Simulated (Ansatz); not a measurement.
Li (bcc, W type)

```
Li
1.0
   -3.43518     3.43518     3.43518
    1.71759    -1.71759     1.71759
    1.71759     1.71759    -1.71759
Li
2
Direct
  0.00000   0.00000   0.00000
  0.50000   0.00000   0.00000
```

The atoms are displaced by Q × the pattern below (from a DFPT mode at N = (0.5, 0.0, 0.0), largest move 1; Q in Å), at fixed cell. (q is in reciprocal vectors of the primitive cell; the cell shown is doubled to hold the pattern.)

```csv
atom,x,y,z
Li1,1.000,0.000,0.000
Li2,-1.000,0.000,0.000
```

All values below come from PBE (plane waves to 420 eV, PAW, scalar-relativistic; Ansatz, a first-principles code). k mesh 19×19×19 (Γ-centred), Fermi-Dirac smearing 0.05 eV. With partly filled bands, energies and forces of such displacements shift with the k mesh and the smearing. Li was relaxed with its symmetry unable to fall. 

```tsv
Q (Å)	−dE/dQ from forces (eV/Å)
-0.280	0.481
-0.233	0.414
-0.187	0.338
-0.140	0.255
-0.093	0.169
-0.047	0.084
0.000	0.000
0.047	-0.084
0.093	-0.169
0.140	-0.255
0.187	-0.338
0.233	-0.414
0.280	-0.481
```

What harmonic wavenumber does the curvature at Q = 0 give?

187 cm⁻¹. E″ = 1.78 eV/Å², M = Σ mᵢ|uᵢ|² = 13.9 u, ν̃ = 521.5·√(|E″|/M).

(For displaced atoms, the force is minus the slope of the energy, and its curvature is a force constant, which sets phonon frequencies.)
